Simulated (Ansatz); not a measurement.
Input and output of a single-point calculation on In4SbAs3, ordered on the wurtzite lattice (Pm) with 8 atoms a cell (the PAW code Ansatz, HSE06). Cell and atoms come from a relaxation with r2SCAN.

The input:
```yaml
crystal:
  lattice:
    - [7.2196375578, 0.0, 0.0004729953]
    - [0.0, 4.3889437904, 0.0]
    - [0.0005021459, 0.0, 7.606723761]
  atoms:
    - { symbol: As, position: [-0.0022049014, 0.0, 0.3278355857] }
    - { symbol: As, position: [0.0012755715, 0.5, 0.8377005608] }
    - { symbol: As, position: [0.4991567378, 0.5, 0.1692763469] }
    - { symbol: Sb, position: [0.5037628428, 0.0, 0.6648948696] }
    - { symbol: In, position: [0.3666503772, 0.0, 0.3205289346] }
    - { symbol: In, position: [0.3675037888, 0.5, 0.8479337478] }
    - { symbol: In, position: [0.8696393451, 0.5, 0.1663278499] }
    - { symbol: In, position: [0.8942162381, 0.0, 0.6655021047] }
kpoints:
  mp_grid: { grid: [2, 4, 2] }
  band_path:
    path:
      - [0.0, 0.0, 0.0]
      - [0.0, -0.5, 0.0]
      - [0.0, -0.5, -0.5]
      - [0.0, 0.0, -0.5]
      - [-0.5, 0.0, -0.5]
      - [-0.5, -0.5, -0.5]
      - [-0.5, -0.5, 0.0]
      - [-0.5, 0.0, 0.0]
      - [-0.05, 0.0, -0.05]
    npoints: 1
hamiltonian:
  xc: hse06
scf:
  occupations: { method: fermi_dirac, width: 0.02 }
  n_extra_bands: 6
output:
  forces: true
  stress: true
  eigenvalues: true
  write_density: true
  write_potential: true
  elf: true
  volumetric_format: npy
```

Run as `ansatz run input.yaml --threads 4 --pin off --max-ram 6451MiB --backend cpu --events-out ev --progress --plain --runs-dir out`.

**Question.** What wall time did it need on 4 threads of Arm Neoverse V1, on a shared host, and what peak of host memory did it reach?

**Answer.** About 3.7 min, with a peak of 3.8 GiB.

**Question.** Predict the output.

**Answer.** Output, abridged:
```
Functional definition: HSE06
Crystal: 8 atoms, lattice volume = 241.031 Å³
Basis set: ecut = 420 eV, 4683 PW (Γ)
Bands: 62, of which v1, the nominal top of the filled ones, is band 56 counted from 1 (55 counted from 0)
Symmetry: 2 space group operations
Space group: Pm (ITA 6)
k-points: 12 of 16
[warm-up without exact exchange]
SCF 1 converged in 11 iterations: F = -43445.660461 eV  dr2 = 1.86e-10
[exact exchange on]
Exchange kernel: α = 0.2500, screened, ω = 0.2079 Å⁻¹, Wigner–Seitz truncation, v(0) = 1030.9432 eV·Å³, q-mesh 2×4×2
SCF 2 stopped early in 11 iterations: F = -43469.575154 eV  dr2 = 1.15e-6
hybrid outer 1: dexx = +3.928e-2 eV, tail = 1.98e-4 eV
SCF 3 converged in 10 iterations: F = -43469.575368 eV  dr2 = 2.50e-10
hybrid outer 2: dexx = +2.851e-6 eV, tail = 6.23e-8 eV, Δε = 1.98e-3 eV, ΔF = 2.86e-3 eV/Å
hybrid SCF converged: 2 outer / 21 inner (+11 warm-up)
Free energy (F): -43469.575368 eV
Internal energy: -43469.572367 eV  (E = F + TS)
E sigma→0 (E₀):  -43469.573868 eV
Entropy (-TS):   -0.003000 eV (-0.375 meV/atom)
Fermi energy:    7.172944 eV
--- Per-component energies (eV) ---
  E_band       = -1489.050279
  E_kinetic    = 1486.336051
  E_local      = -13272.395126
  E_nonlocal   = -180.996665
  E_hartree    = 6245.369874
  E_xc         = -984.784444
  E_vxc        = -583.488029
  E_exx        = -353.359807
  E_paw        = -26626.888704
  E_vpaw       = -722.527898
  E_ewald      = -9782.643169
  E_core_change = -0.210506
  E_smearing   = -0.003000
--- Forces (eV/Å), atoms counted from 1 ---
  atom   1  As      0.01122      0.00000      0.03273
  atom   2  As      0.01247      0.00000      0.02090
  atom   3  As      0.04178      0.00000    -0.03250
  atom   4  Sb      0.05602      0.00000    -0.07567
  atom   5  In    -0.06372      0.00000      0.04206
  atom   6  In    -0.07544      0.00000      0.09016
  atom   7  In      0.01039      0.00000    -0.02296
  atom   8  In      0.00736      0.00000    -0.05484
--- Stress (GPa, compression-positive) ---
       -0.131215       0.000000      -0.057903
        0.000000       0.289911       0.000000
       -0.057903       0.000000      -0.001371
  P = ⅓ Tr σ = 0.0524 GPa (0.524 kbar)
--- Band table (eV; the first three rows and the last of 12) ---
  k-point 0: bands = […, 5.6827, 5.8477, 6.0509, 6.8459, 7.0191, 7.1546, 7.1912, 8.2388, 9.0548, 9.7339, …]
  k-point 1: bands = […, 4.9255, 5.2077, 5.9969, 6.1856, 6.2633, 6.7852, 9.1028, 9.1835, 9.2841, 9.9336, …]
  k-point 2: bands = […, 4.2480, 4.6250, 4.7782, 5.1047, 6.3259, 6.3903, 9.2781, 9.9697, 10.0740, 10.7849, …]
  k-point 11: bands = […, 4.9540, 4.9638, 5.0270, 5.2048, 5.3999, 5.4670, 8.7512, 8.7550, 8.8201, 9.0465, …]
```
The trailing digits, and the zero of the energies, depend on the potentials and thresholds.

The rows of the band table are 0: (0, 0, 0) = Γ, 1: (0, 0, -1/2) = B, 2: (0, 1/4, 0), 11: (-1/2, -1/2, -1/2) = E.

The file bands.tsv (bands near the Fermi energy, numbered from 0, rounded):
```tsv
# k_distance	band_51	band_52	band_53	band_54	band_55	band_56	band_57	band_58	band_59
# fermi_ev = 7.172943
# [0, 0, 0] at k_distance = 0.000000
# [0, -0.5, 0] at k_distance = 0.715797
# [0, -0.5, -0.5] at k_distance = 1.128799
# [0, 0, -0.5] at k_distance = 1.844596
# [-0.5, 0, -0.5] at k_distance = 2.279741
# [-0.5, -0.5, -0.5] at k_distance = 2.995538
# [-0.5, -0.5, 0] at k_distance = 3.408541
# [-0.5, 0, 0] at k_distance = 4.124337
# [-0.05, 0, -0.05] at k_distance = 4.518146
# levels_relative_to = fermi_ev
0.000	-1.325	-1.122	-0.327	-0.154	-0.018	0.018	1.066	1.882	2.561
0.716	-3.447	-2.186	-2.154	-2.148	-1.900	3.154	3.226	3.590	3.752
1.129	-2.602	-2.261	-2.119	-1.316	-1.140	1.769	1.899	2.335	2.555
1.845	-1.965	-1.176	-0.987	-0.910	-0.388	1.930	2.011	2.111	2.761
2.280	-1.986	-1.746	-1.677	-1.647	-0.879	2.179	2.257	2.364	2.792
2.996	-2.209	-2.146	-1.968	-1.773	-1.706	1.578	1.582	1.647	1.874
3.409	-2.908	-2.080	-1.977	-1.945	-1.515	2.380	2.507	2.518	2.780
4.124	-2.002	-1.006	-0.990	-0.574	-0.410	1.251	1.502	1.614	2.184
4.518	-1.388	-1.129	-0.645	-0.233	0.002	0.328	1.144	1.881	2.523
```
In order the rows are Γ, Z, D, B, A, E, C₂, Y₂, Γ–A (0.10).

Planar averages along the third cell vector, from rho_z.tsv and v_z.tsv (valence density with its augmentation; electrostatic potential energy of an electron, of which only differences have a meaning):
```tsv
z (Å)	ρ (e/Å³)	v_es (eV)
0.00	0.091	9.58
0.28	0.104	9.05
0.42	0.129	8.13
0.70	0.266	5.86
0.99	0.632	4.54
1.27	0.968	3.87
1.41	0.917	3.44
1.69	0.574	2.01
1.97	0.502	1.63
2.11	0.625	2.26
2.39	0.946	3.69
2.68	0.784	4.53
2.96	0.349	5.61
3.10	0.218	6.51
3.38	0.114	8.72
3.66	0.088	9.76
3.80	0.088	9.73
4.09	0.110	8.61
4.37	0.196	6.13
4.51	0.295	4.86
4.79	0.642	2.99
5.07	0.879	2.16
5.35	0.666	1.99
5.49	0.510	1.96
5.78	0.389	2.16
6.06	0.626	3.22
6.20	0.824	3.70
6.48	0.916	4.27
6.76	0.523	4.81
7.04	0.223	6.34
7.18	0.154	7.51
7.47	0.098	9.32
```

With HSE06 the valence top lies at Γ–A (0.10 of the way from Γ) and the conduction bottom at Γ, 0.02 eV higher; the smallest vertical gap, at Γ, is 0.04 eV. (This is within a few times the smearing of 0.02 eV, so the filling near the edges can be smeared.) The gap is the least over the mesh and the extra points. The mean stress, +0.1 GPa, is small, and the program warns that its thresholds are loose for a hybrid's stress. The largest force is 0.12 eV/Å.

No spin polarisation and no zero-point or thermal motion; the cell was built from a prototype and may be hypothetical.

No spin-orbit coupling is included; it can move band edges with weight on the heavy atoms by tenths of an eV.

Gaps or overlaps of about a tenth of an eV are at the limit of these meshes: between the points read a gap can be smaller or closed.

The meshes of the hybrids are coarse, so their gaps aren't converged to the digits shown.
